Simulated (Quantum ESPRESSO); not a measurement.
**Kohn-Sham bands of MoS$_{2}$ (R3m)**

```yaml
crystal:
  lattice:
    - [-1.59215, 2.75768, 0.00000]
    - [-3.18430, 0.00000, 0.00000]
    - [-1.59215, 0.91923, 6.48210]
  atoms:
    - { symbol: Mo, position: [0.00022, 0.00022, 0.99934] }
    - { symbol: S, position: [0.58706, 0.58706, 0.23881] }
    - { symbol: S, position: [0.74670, 0.74670, 0.75991] }
```

Cell from Materials Project (mp-1434), symmetrised, no further relaxation. COD (Crystallography Open Database) has the formula in 3 space groups, this one among them (matched by group alone). Level: PBEsol, no spin polarisation, no spin-orbit coupling; pw.x of Quantum ESPRESSO at 64 Ry with PseudoDojo potentials, 12×12×12 k-points, Wannier90. Density: 12×12×12 mesh, cold smearing 0.01 Ry. The cell is built of weakly bound layers, chains or molecules, whose nearest atoms lie 3.85 Å apart. Database cells relaxed without dispersion often hold them too far apart, which can enlarge gaps and weakens couplings between them; spacing and stacking were not compared with the measured crystal.

Energies are relative to the valence-band maximum; weights are on the orthonormalised atomic waves of the pseudopotential files, averaged over the group. 26 electrons a cell are treated as valence.

| bands | from (eV) | to (eV) | filling | weight on atomic waves |
|---|---|---|---|---|
| 1 | -61.34 | -61.30 | filled | (withheld) |
| 2–4 | -35.67 | -35.30 | filled | (withheld) |
| 5–6 | -14.74 | -12.42 | filled | (withheld) |
| 7–13 | -6.56 | 0.00 | filled | (withheld) |
| 14–17 | 1.07 | 4.32 | empty | (withheld) |

**Question.** Which atomic shells make up each group?

**Answer.** 
- 1, weight on atomic waves: Mo 4s 96 %
- 2–4, weight on atomic waves: Mo 4p 98 %
- 5–6, weight on atomic waves: S 3s 78 %, Mo 4d 11 %, Mo 5s 8 %
- 7–13, weight on atomic waves: S 3p 60 %, Mo 4d 34 %
- 14–17, weight on atomic waves: Mo 4d 56 %, S 3p 37 %

The Kohn-Sham gap over both meshes and the path is 1.07 eV.
